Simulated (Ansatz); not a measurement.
Relaxed MgB2 (AlB2 type, space group P6/mmm):

```
CELL_PARAMETERS angstrom
      3.07432     0.00000     0.00000
     -1.53716     2.66244     0.00000
      0.00000     0.00000     3.52754
ATOMIC_POSITIONS crystal
  Mg 0.00000 0.00000 0.00000
  B  0.33333 0.66667 0.50000
  B  0.66667 0.33333 0.50000
```

In each cell atom 3 (B, nearest neighbour B at 1.775 Å; its periodic images, 3.1 Å or more away, move with it) moves by s·(0.000, 0.000, 1.000) (along Cartesian z), the rest being held.

Computed with PBE (plane waves to 420 eV, PAW, scalar-relativistic; Ansatz, a quantum-chemistry and plane-wave program). k mesh 14×14×11 (Γ-centred), Fermi-Dirac smearing 0.05 eV. Energies are smeared free energies. With partly filled bands, energies and forces of such displacements shift with the k mesh and the smearing. MgB2 was relaxed with its symmetry unable to fall. The zero of ΔE is the undisplaced structure. The last digit holds for this mesh only.

```tsv
s (Å)	ΔE (meV/cell)
-0.350	671.3
-0.280	430.9
-0.210	243.0
-0.140	108.2
-0.070	withheld
0.000	0.0
0.070	withheld
0.140	108.2
0.210	243.0
0.280	430.9
0.350	671.3
```

### Question
Fit an even polynomial form (powers 2, 4) to the given rows and predict ΔE at s = 0.070.

### Answer
Least squares on the 9 given rows: ΔE = (5526)·s² + (-380.1)·s⁴, in meV/cell with s in Å; root-mean-square residual 0.04 meV/cell. At 0.070 the fit gives 27.1 meV/cell; the calculation gives 27.1 meV/cell, the same to the digits shown. The quadratic term alone would give 27.1 meV/cell.

(A displaced cell: forces are minus the slopes of the energy, force constants its curvatures, and phonons follow from these.)
